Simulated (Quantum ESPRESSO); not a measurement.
## Al2GaInP4 (a curve over strain)

A calculation, not a measurement. The program is pw.x of Quantum ESPRESSO 7.5 (plane-wave density functional theory). The cell is made up: 8 atoms on a zincblende/diamond lattice, with randomly drawn elements, strain and displacements, not relaxed. PseudoDojo standard norm-conserving files (v0.5 for PBE, v0.4.1 for LDA and PBEsol) set the functional; there is no spin polarisation, spin-orbit coupling or dispersion term, and the masses in the input are unused placeholders.

Seven runs add a strain to one cell (the same along x and y); the atoms follow the cell and are not relaxed. Stress in the table is positive in tension.

Input of the run at -0.0029:

```
&control calculation='scf', pseudo_dir='./dojo.nc.sr.pbe.v0_5.standard.upf', outdir='./o', disk_io='medium', tprnfor=.true., tstress=.true. /
&system ibrav=0, nat=8, ntyp=4, nbnd=32, ecutwfc=79.96652505, nosym=.true., tot_charge=0,
 occupations='smearing', smearing='fd', degauss=0.0018374661
/
&electrons conv_thr=7.350e-09, electron_maxstep=60, /
ATOMIC_SPECIES
Al 1.0 Al.upf
Ga 1.0 Ga.upf
In 1.0 In.upf
P 1.0 P.upf
CELL_PARAMETERS angstrom
5.6931 -0.0143 -0.0436
-0.0143 5.7859 -0.0985
-0.0435 -0.0982 5.6916
ATOMIC_POSITIONS angstrom
Al -0.0236 -0.025 0.0095
Al 0.0003 2.8356 2.7993
Ga 2.7981 -0.0671 2.8105
In 2.8316 2.917 -0.0801
P 1.4178 1.3913 1.3715
P 1.3401 4.2571 4.191
P 4.2182 1.3436 4.2002
P 4.2526 4.2814 1.3231
K_POINTS automatic
4 4 4 1 1 1
```

```
added strain  free energy less that of the input shown (eV)  stress xx (GPa)  stress yy (GPa)  stress zz (GPa)  stress xy (GPa)  pressure (GPa)  iterations
     -0.0238                                        -0.0760            -0.55             0.35             0.62            -0.57           -0.14          10
     -0.0176                                        -0.0701             0.46             1.39             1.26            -0.54           -1.04          10
     -0.0089                                        -0.0378             1.79             2.75             2.08            -0.52           -2.21          10
     -0.0029                                         0.0000             2.64             3.62             2.60            -0.50           -2.95          10
     +0.0075                                         0.0936             4.01             5.02             3.41            -0.47           -4.15          10
     +0.0149                                         0.1813             4.90             5.93             3.92            -0.45           -4.92          10
```

Question: one run is left out of the table, at -0.0213. Estimate its stress xx (GPa).

Answer: -0.13. The whole row:

```
added strain  free energy less that of the input shown (eV)  stress xx (GPa)  stress yy (GPa)  stress zz (GPa)  stress xy (GPa)  pressure (GPa)  iterations
     -0.0213                                        -0.0754            -0.13             0.78             0.88            -0.56           -0.51          10
```

A cubic fit gives a slope of stress xx against the added strain of 134 GPa at zero added strain, with the atoms clamped. Across the table the free energy follows the integral of the stress to within 0.8 meV. A rerun of one of the cells at 1377 eV and a 6 x 6 x 6 mesh moved values by no more than 0.006 eV in energy, 0.02 GPa in stress and 0.002 eV/Å in force.